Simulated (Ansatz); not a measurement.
## Kick test of a cell of HfTi₂S₄

It was reached by relaxing an invented guess, and it needn't be the stable form of this composition.

Method: DFT PBE, scalar-relativistic, plane waves, PAW in Ansatz. Cutoff 420 eV; k points 12×12×4 on the computed 7-atom cell (Γ-centred); Gaussian smearing, width 0.10 eV; no spin polarisation.

The cell below (7 atoms, space group P-3m1 (No. 164)) is relaxed within its symmetry.

```
Hf Ti S
1.0
     3.36586    0.00000    0.00000
    -1.68293    2.91492    0.00000
     0.00000    0.00000   12.90957
Hf Ti S
1 2 4
Cartesian
  0.0000 0.0000 0.0000
  0.0000 0.0000 9.5111
  0.0000 0.0000 3.3984
  1.6829 0.9716 11.1744
  0.0000 1.9433 1.7352
  1.6829 0.9716 4.7948
  0.0000 1.9433 8.1148
```

For the test it was strained at random (σ = 1.5 % a component), the atoms were moved at random (σ = 0.05 Å), and all was relaxed again on a coarse 6×6×2 mesh (in the run’s order of axes) with 0.20 eV smearing, with no symmetry imposed.

Weakly bound directions are ill-defined at this level, which has no dispersion term. These runs have no spin–orbit coupling, which can matter for Hf.

Task: Is the structure stable against such a distortion?

Result: It returns, within 1 meV/atom of the unmoved cell on that mesh and with the same symmetry when read at 0.1 Å (P-1 at 0.01 Å, so small strains and shifts remain). No instability shows in this cell; modes of other wave vectors, which need another repeat, aren't tested.
